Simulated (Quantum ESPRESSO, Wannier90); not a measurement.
Wannierisation of HfO2 (P4₂/nmc)

```xyz
6
Lattice="3.5580 0.0000 0.0000 0.0000 3.5580 0.0000 0.0000 0.0000 5.1719" Properties=species:S:1:pos:R:3 pbc="T T T"
Hf     1.7790     1.7790     2.5859
Hf     0.0000     0.0000     0.0000
O      0.0000     1.7790    -1.5660
O      0.0000     1.7790     1.0199
O      1.7790     0.0000    -1.0199
O      1.7790     0.0000     1.5660
```

Materials Project entry mp-1018721; symmetrised, unrelaxed at this level. Not found in the COD (Crystallography Open Database) copy used, which has the formula in other groups; not checked further. Computed values, not measurements, from PBEsol: Quantum ESPRESSO (norm-conserving PseudoDojo potentials, cutoff 68 Ry, no spin polarisation, no spin-orbit coupling) on a Γ-centred 8×8×6 mesh, then Wannier90. Density: 10×10×6 mesh, cold smearing 0.01 Ry. Spin-orbit coupling is left out although heavy elements are present.

A tight-binding model is made by disentanglement and projection with no localisation steps (num_iter = 0), so the 22 orbitals stay atom-like: hydrogen-like Hf: d; O: p, axes along x, y, z; frozen window up to 6.18 eV relative to the valence-band maximum. It follows pw.x to 0.4 meV rms for states up to 5.7 eV relative to the valence-band maximum. Matrix elements depend on this choice of orbitals and windows.

### Question
What are the on-site energies relative to the valence-band maximum, and how fast do the hoppings decay?

### Answer
| atom | orbitals | energy (eV) |
|---|---|---|
| Hf1 | dz2 | 5.00 |
| Hf1 | dxz dyz | 7.16 |
| Hf1 | dx2-y2 | 7.65 |
| Hf1 | dxy | 5.06 |
| Hf2 | dz2 | 5.00 |
| Hf2 | dxz dyz | 7.16 |
| Hf2 | dx2-y2 | 7.65 |
| Hf2 | dxy | 5.06 |
| O3 | pz | -1.25 |
| O3 | px | -1.23 |
| O3 | py | -1.27 |
| O4 | pz | -1.25 |
| O4 | px | -1.27 |
| O4 | py | -1.23 |
| O5 | pz | -1.25 |
| O5 | px | -1.23 |
| O5 | py | -1.27 |
| O6 | pz | -1.25 |
| O6 | px | -1.27 |
| O6 | py | -1.23 |

```
distance of the centres (Å)  largest modulus (eV)
---------------------------  --------------------
2–3                                           2.2
3–4                                          0.29
4–5                                         0.067
5–6                                         0.034
6–7                                         0.029
7–8                                         0.012
8–9                                        0.0052
9–10                                       0.0030
10–11                                      0.0022
11–12                                      0.0013
12–13                                      0.0015
```
